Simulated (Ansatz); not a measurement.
**SrLiH₃: comparing deformations**

The calculation used DFT PBE, scalar-relativistic, plane waves, PAW in Ansatz. Cutoff 420 eV, Γ-centred 6×6×6 k-points, Gaussian smearing of 0.05 eV. No spin polarisation. Energies are free energies at this smearing, counted from the undisturbed cell; pressure is positive in compression.

The undisturbed cell (as given, not relaxed at this level; it stands at 0.2 GPa, and it needn't be the usual structure):

```
Li Sr H
1.0
     4.63079    0.00000    0.00000
     0.00000    4.63079    0.00000
     0.00000    0.00000    4.63079
Li Sr H
1 1 3
Direct
  0.00000 0.00000 0.00000
  0.50000 0.50000 0.50000
  0.00000 0.50000 0.50000
  0.50000 0.00000 0.50000
  0.50000 0.50000 0.00000
```

The cell is strained by ε times a Voigt pattern (xx, yy, zz, yz, xz, xy; engineering shear) with fractional coordinates fixed. τ = (1/V0) dE/dε comes from the stress tensor. Of each scan, only the three points used here are listed.

| pattern | ε | τ (GPa) |
| --- | --- | --- |
| (1, 1, 0, 0, 0, 0) | -0.0250 | -3.59 |
| (1, 1, 0, 0, 0, 0) | 0.0000 | -0.36 |
| (1, 1, 0, 0, 0, 0) | 0.0250 | 2.28 |
| (0, 0, 1, 0, 0, 0) | -0.0250 | -1.63 |
| (0, 0, 1, 0, 0, 0) | 0.0000 | -0.18 |
| (0, 0, 1, 0, 0, 0) | 0.0250 | 0.97 |
| (0, 0, 0, 0, 1, 0) | -0.0050 | -0.0267 |
| (0, 0, 0, 0, 1, 0) | 0.0000 | 0.0000 |
| (0, 0, 0, 0, 1, 0) | 0.0025 | 0.0133 |

**Question.** Which constants do the scans give, and which deformation costs least for the same size of strain tensor?

**Answer.** The slope dτ/dε at zero (parabola through three points) is pᵀCp: (1, 1, 0, 0, 0, 0) gives 2(C11 + C12) = 117 GPa; (0, 0, 1, 0, 0, 0) gives C11 = 52 GPa; (0, 0, 0, 0, 1, 0) gives C44 = 5.3 GPa. The size of the strain tensor, ε:ε, is ε² times 2.0, 1.0, 0.5. Per unit of it the stiffnesses are 59, 52, 10.7 GPa, so (0, 0, 0, 0, 1, 0) is the softest of these: at ε:ε = (1 %)² the quadratic term costs 0.07 meV/atom against 0.36 for the stiffest. These are clamped-ion values. The starting stress shifts them by about its own size.

**Question.** What else follows for this cubic crystal?

**Answer.** From the unrounded slopes C11 = 52.2 and C12 = 6.5 GPa, so B = (C11 + 2 C12)/3 = 22 GPa and the Poisson ratio for a pull along a cube edge is C12/(C11 + C12) = 0.11.

**Question.** How anisotropic is this cubic crystal?

**Answer.** Zener's ratio 2 C44/(C11 − C12) = 0.23 with clamped ions; it is 1 for an isotropic solid.